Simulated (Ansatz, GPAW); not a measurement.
# Sn3Se and the functional, program beside program

The structure is cubic, space group Fm-3m (No. 225). Conventional cell: a = 7.466 Å, b = 7.466 Å, c = 7.466 Å, α = 90.00°, β = 90.00°, γ = 90.00°. Around Sn (site symmetry m-3m) lie 8 Sn at 3.23 Å. Sn (site symmetry -43m) has 4 Sn at 3.23 Å and 4 Se at 3.23 Å as nearest neighbours. Around Se (site symmetry m-3m) lie 8 Sn at 3.23 Å.

The cell comes from a database or a generator and needn't be the stable form of this composition.

Kept alike: task band structure; k mesh 6 × 6 × 6; occupations fermi-dirac, width 0.05 eV; no spin polarisation. The mesh is that of the run's cell of 4 atoms. No spin-orbit coupling.

- A: GPAW; the program's PAW data sets (release 1.2.1) made for this functional (LDA); GPAW PAW data sets (gpaw-data 1.2.1) (PBE); PAW data sets generated for this functional (PBEsol), cutoff 600 eV
- B: Ansatz, all-electron LAPW, scalar-relativistic

| functional | A: pressure (GPa) | B: pressure (GPa) |
| --- | --- | --- |
| LDA | -4.66 | -4.45 |
| PBE | -0.43 | -0.20 |
| PBEsol | -3.40 | -3.19 |

Pressure is positive in compression; plane-wave values hold the error of the finite cutoff. For a metal such a mesh leaves the last digits unconverged.

**Question.** How large is the effect of the functional, and do the programs agree on it?

**Answer.** From LDA to PBE the pressure moves by +4.23 in A, +4.25 in B (GPa). Row by row the programs differ by 0.21 to 0.23, and over this span the shifts, as printed, agree within 1 %. Shifts from LDA: PBE +4.23, +4.25; PBEsol +1.26, +1.26; the programs' shifts differ by up to 0.02.
